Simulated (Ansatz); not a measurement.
Cl:
```xyz
1
Lattice="2.8206 0.0000 0.0000 0.0000 2.8206 0.0000 0.0000 0.0000 2.8206" Properties=species:S:1:pos:R:3 pbc="T T T"
Cl     0.0000     0.0000     0.0000
```

Relaxed with PBE+D3(BJ).

Task: List the phonon frequencies at the special points (DFPT on a 5×5×5 q-mesh, Fourier-interpolated; PBE+D3(BJ) in the plane-wave PAW code Ansatz).

Result: In cm⁻¹.

```json
[
 {"q": "Γ", "frequencies": "0 0 0"},
 {"q": "X", "frequencies": "97 97 230"},
 {"q": "M", "frequencies": "144 248 248"},
 {"q": "R", "frequencies": "266 266 266"}
]
```

Space group Pm-3m (simple cubic). The cell is a constructed one: a structure type filled with these elements; neither database checked (COD, Materials Project) lists it. It is not the usual solid phase (space group No. 64). The cell was relaxed with PBE+D3(BJ) under the symmetry of its start. At this level the phase is dynamically unstable (imaginary phonons). The substance is a gas or liquid at ambient conditions. With an odd number of electrons in the cell and no spin polarisation, the count alone makes it a metal. As this level gives no gap, phonon frequencies hold no LO–TO term and depend on the k-mesh and smearing (Fermi–Dirac, 0.1 eV here).

Potentials: the later of the program's two PAW sets.
